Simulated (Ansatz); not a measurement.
A structure of TePb relaxed with PBEsol (plane waves to 420 eV, PAW, scalar-relativistic; Ansatz, an electronic-structure program); single points at other levels follow on the same geometry (Ansatz, PAW; HSE06 at 420 eV on a 6×6×6 k-mesh; no spin-orbit coupling). Space group Fm-3m (No. 225).

```
CELL_PARAMETERS angstrom
      0.00000     3.22153     3.22153
      3.22153     0.00000     3.22153
      3.22153     3.22153     0.00000
ATOMIC_POSITIONS crystal
  Pb 0.50000 0.50000 0.50000
  Te 0.00000 0.00000 0.00000
```

```tsv
level	gap (eV)	kind	conduction minimum
PBEsol	0.65	direct	L
HSE06	(withheld)	–	(withheld)
```

**Question.** What belongs in the gaps?

**Answer.** 
- HSE06, gap (eV): 1.10
- HSE06, conduction minimum: L

HSE06 gaps come from a coarse mesh plus a few chosen points, so they may be too large. No spin polarisation in the result.

Measured for TePb: gap 0.19 eV (0 K or low temperature; as listed in arXiv:2302.06325). Computed minus measured — gap: PBEsol +0.46 eV, HSE06 +0.91 eV. The computed values are for a static lattice, and a measured gap can be an optical one, lowered by exciton binding.

The run could not lose the symmetry of its start; a randomly shaken copy of 4 atoms returns to this structure.
